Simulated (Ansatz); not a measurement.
Rb2NaBiBr6 (Fm-3m), zone-centre modes

Method: DFT PBEsol, scalar-relativistic, plane waves, PAW in Ansatz 0.2.0. The runs took a 420 eV cutoff, a Γ-centred 4×4×4 mesh and Gaussian smearing (0.05 eV). Spin–orbit coupling is left out, which can shift energies with elements as heavy as these. No spin polarisation.

Zero of the scan (relaxed at this level; it needn't be the usual structure):

```xyz
10
Lattice="0.0000 5.6568 5.6568 5.6568 0.0000 5.6568 5.6568 5.6568 0.0000" Properties=species:S:1:pos:R:3 pbc="T T T"
Rb    8.4852    8.4852    8.4852
Rb    2.8284    2.8284    2.8284
Na    5.6568    5.6568    5.6568
Bi    0.0000    0.0000    0.0000
Br    2.8217    5.6568    5.6568
Br    5.6568    5.6568    2.8217
Br    8.4919    5.6568    5.6568
Br    5.6568    2.8217    5.6568
Br    5.6568    8.4919    5.6568
Br    5.6568    5.6568    8.4919
```

Harmonic modes by finite displacements of 0.02 Å, without the LO–TO term.

Task: At this geometry, is the structure stable against these modes?

Result: No: 9 modes are unstable, the strongest at 37i cm⁻¹.

Task: List the wavenumbers in cm⁻¹.

Result: 37i, 37i, 37i, 22i, 22i, 22i, 16i, 16i, 16i, 0, 0, 0, 20, 20, 20, 50, 50, 50, 59, 59, 59, 147, 147, 149, 149, 149, 172, 172, 172, 176.

Cost: 1 run of about 1.7 core-minutes, on Intel Xeon Platinum 8259CL (Skylake/Cascade Lake) (shared hosts).